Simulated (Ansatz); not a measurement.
SnO (litharge type, space group P4/nmm)

```xyz
4
Lattice="3.7934 0.0000 0.0000 0.0000 3.7934 0.0000 0.0000 0.0000 4.7643" Properties=species:S:1:pos:R:3 pbc="T T T"
Sn     1.8967     0.0000     1.1462
Sn     0.0000     1.8967     3.6181
O      0.0000     0.0000     0.0000
O      1.8967     1.8967     0.0000
```

The volume is varied about the relaxed value V₀ at fixed cell shape. The atoms relax within the cell's symmetry.

These are r2SCAN+rVV10 (plane waves to 500 eV, PAW, scalar-relativistic; Ansatz, a first-principles code) values and carry that method's errors. k mesh 9×9×7 (Γ-centred), Fermi-Dirac smearing 0.05 eV. Compression counts positive. At this level the bands of SnO touch or barely overlap; measurements give the solid a gap. SnO was relaxed with its symmetry unable to fall.

At one point of the scan the stress tensor (GPa) is:

```
    5.0      0.0      0.0
    0.0      5.0      0.0
    0.0      0.0      1.7
```

Task: Which point is it?
A) V/V₀ = 0.840
B) V/V₀ = 0.968
C) V/V₀ = 0.936
D) V/V₀ = 0.872

Result: C, V/V₀ = 0.936

(A scan under strain: stresses follow from slopes of the energy per volume, elastic moduli from its curvatures.)
